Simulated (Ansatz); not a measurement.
## Calculation log, KBr (Fm-3m) (bands, slopes and optics on a fine k mesh)

The sound run that this one varies used LDA, all-electron LAPW in Ansatz 0.2.0, scalar-relativistic.

Launched as:

```sh
ansatz run input.yaml --threads 1 --pin off --max-ram 3072MiB --backend cpu --events-out ev --progress --plain --runs-dir out
```

Input file:

```yaml
crystal:
  Lattice:
    - [0.0, 3.18755331232, 3.18755331232]
    - [3.18755331232, 0.0, 3.18755331232]
    - [3.18755331232, 3.18755331232, 0.0]
  atoms:
    - { symbol: K, position: [0.0, 0.0, 0.0] }
    - { symbol: Br, position: [0.5, 0.5, 0.5] }
kpoints:
  mp_grid: { grid: [6, 6, 6] }
scf:
  occupations: { method: fixed }
  max_iter: 50
hamiltonian:
  xc: lda
  pseudopotentials: { kind: all_electron, lapw: { basis_error: 0.001 } }
output:
  forces: true
  stress: true
  eigenvalues: true
  eigenstates:
    nscf_kmesh: { grid: [10, 10, 10] }
    de_dk: true
    e_range: [-9, 14.31614632931]
  optics:
    e_range: [0, 20]
    de: 0.2
    sigma: 0.2
    bands: { spectra_wanted_up_to: 20 }
    nscf_kmesh: { grid: [10, 10, 10] }
checkpoint:
  write: ck
  write_wavefunctions: false
```

One thing in this input is wrong on purpose: a misspelt key.  Changed keys: crystal.lattice, scf.max_iter.

Output (shortened where marked):

```
Error: YAML parse error: error: line 2 column 3: unknown field `Lattice`, expected one of checkpoint, saddle_side, structure_sha256, lattice, periodic, space_group, setting, atoms, reduce_to_primitive, conventional_axes, supercell, defects, symmetry, host
 --> <input>:2:3
  |
1 | crystal:
2 |   Lattice:
  |   ^ unknown field `Lattice`, expected one of checkpoint, saddle_side, structure_sha256, lattice, periodic, space_group, setting, atoms, reduce_to_primitive, conventional_axes, supercell, defects, symmetry, host
3 |     - [0.0, 3.18755331232, 3.18755331232]
4 |     - [3.18755331232, 0.0, 3.18755331232]
  |
```

The program refused the input.

It took 0.02 s on 1 thread of Arm Neoverse V2, with other jobs on the host, peak memory 0.018 GiB.
